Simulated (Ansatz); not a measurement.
LuZn (CsCl type, Pm-3m) at seven volumes, the program Ansatz at the PBEsol level (PAW), scaled uniformly. One row is withheld.

| V (Å³/atom) | P (GPa) |
|---|---|
| 18.368 | ? |
| 18.974 | 5.26 |
| 19.579 | 2.43 |
| 20.185 | 0.00 |
| 20.790 | -2.08 |
| 21.396 | -3.85 |
| 22.001 | -5.39 |

Problem. Fit the shown pressures and predict the withheld one.

Solution. P = (3/2)B₀(x^(7/2) − x^(5/2))[1 + (3/4)(B′ − 4)(x − 1)] with x = (V₀/V)^(2/3). Least squares on the six rows gives V₀ = 20.185 Å³/atom, B₀ = 74.7 GPa, B′ = 4.15. At V = 18.368, x = 1.0649 and P = 8.57 GPa. The run itself gave 8.56 GPa.

The workflow started from an entry of the Crystallography Open Database (COD). Whether it is the stable phase at ambient conditions was not checked. Symmetry was held in the PBEsol relaxation; of distortions, only those at the zone centre were tested. Scalar-relativistic: spin–orbit coupling is off unless named, which matters more the heavier the elements.

Potentials: the later of the program's two PAW sets.
